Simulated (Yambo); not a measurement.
## Excitons in KCl at +2 % isotropic strain

```
KCl
1.0
    0.00000     3.18333     3.18333
    3.18333     0.00000     3.18333
    3.18333     3.18333     0.00000
Cl K
1 1
Direct
  0.50000   0.50000   0.50000
  0.00000   0.00000   0.00000
```

The PBEsol cell relaxed from Materials Project entry mp-23193 was given an isotropic strain of +2 % on all lattice vectors, and the atoms were relaxed again.

BSE in Yambo on PBEsol (Quantum ESPRESSO, PseudoDojo norm-conserving, 74 Ry, without SOC) bands: 8×8×8 mesh, 3 valence and 6 conduction bands, static screening with 30 bands and a 4 Ry block, scissor 3.15 eV, Tamm-Dancoff; field along x.

| state | energy (eV) | states within 2 meV | relative strength | class | main transitions |
|---|---|---|---|---|---|
| 1 | 6.96 | 3 | 1.00 | strong | several band pairs |
| 2 | 7.64 | 3 | 0.12 | strong | several band pairs |
| 3 | 7.81 | 3 | < 0.01 | dark | several band pairs |
| 4 | 7.86 | 2 | < 0.01 | dark | several band pairs |
| 5 | 7.87 | 3 | < 0.01 | dark | several band pairs |
| 6 | 8.01 | 6 | < 0.01 | dark | several band pairs |
| 7 | 8.07 | 3 | 0.05 | strong | several band pairs |

These are vertical excitations (zero momentum). The direct quasiparticle gap on this mesh is 8.07 eV; counted from there, state 1 is bound by 1.11 eV. Convergence with the mesh was not shown.

States at or above the direct gap are the continuum as this mesh samples it, not bound excitons.

Spin singlets only. Strengths are relative to the strongest of the lowest states of this run; strong means a line over 3 % of the spectrum's maximum, dark under 0.03 %. Absolute energies carry the error of the G0W0 scissor, whose convergence isn't established.
